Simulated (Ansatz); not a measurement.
SnTe:
```
SnTe
1.0
    0.00000     3.18712     3.18712
    3.18712     0.00000     3.18712
    3.18712     3.18712     0.00000
Te Sn
1 1
Direct
  0.00000   0.00000   0.00000
  0.50000   0.50000   0.50000
```

Relaxed with r²SCAN. Special points in fractions of this cell's reciprocal vectors: Γ (0.000, 0.000, 0.000); X (0.500, 0.000, 0.500); U (0.625, 0.250, 0.625); K (0.375, 0.375, 0.750); L (0.500, 0.500, 0.500); W (0.500, 0.250, 0.750).

List the band energies nearest the valence-band maximum at these points for r²SCAN with spin–orbit coupling (plane waves, PAW; program Ansatz).

In eV from the valence-band maximum; about four levels below and three above (degenerate sets whole), none deeper than 8.9 eV; points with the same levels are listed once.

| k | below | above |
|---|---|---|
| Γ | -2.08 -2.08 -2.08 -2.08 | 2.84 2.84 3.67 3.67 3.67 3.67 |
| X | -4.13 -4.13 -3.69 -3.69 | 2.52 2.52 4.61 4.61 |
| U | -3.47 -3.47 -2.75 -2.75 | 2.85 2.85 3.36 3.36 |
| L | -1.73 -1.73 0.00 0.00 | 0.09 0.09 0.39 0.39 |
| W | -4.87 -4.87 -0.99 -0.99 | 0.88 0.88 4.75 4.75 |

Space group Fm-3m (rock salt). The cell was relaxed with r²SCAN under the symmetry of its start.

Potentials: the later of the program's two PAW sets.
